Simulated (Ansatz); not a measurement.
LaI (NiAs type, P6_3/mmc), plane-wave PAW PBE (Ansatz code), all energies at zero smearing, with the estimated change up to a 700 eV cutoff added, with one set of potentials and settings (totals compare only within such a set). Cell of 4 atoms (2 La, 2 I): -27530.321 eV.

| element | reference phase | E (eV/atom) |
|---|---|---|
| La | P6_3/mmc, 4 atoms in the cell | -6250.0953 |
| I | Cmce, 4 atoms in the cell | -7512.9095 |

Formation energy per atom, worked out: (-27530.321 − 2×(-6250.0953) − 2×(-7512.9095))/4 = -1.078 eV/atom (-104 kJ per mol of atoms), at 0 K, without zero-point energy or fitted corrections.

The first step of the workflow began from a Materials Project structure, measured or hypothetical; the Crystallography Open Database files this formula in space group No. 194, but the cells were not matched. Its standing as an ambient phase is unchecked. The PBE relaxation kept the symmetry of its start; of distortions, only those at the zone centre were tested. The references are the lowest solids computed at this level, not always the standard phases. Spin–orbit coupling is left out wherever it is not named.

Potentials: the later of the program's two PAW sets.
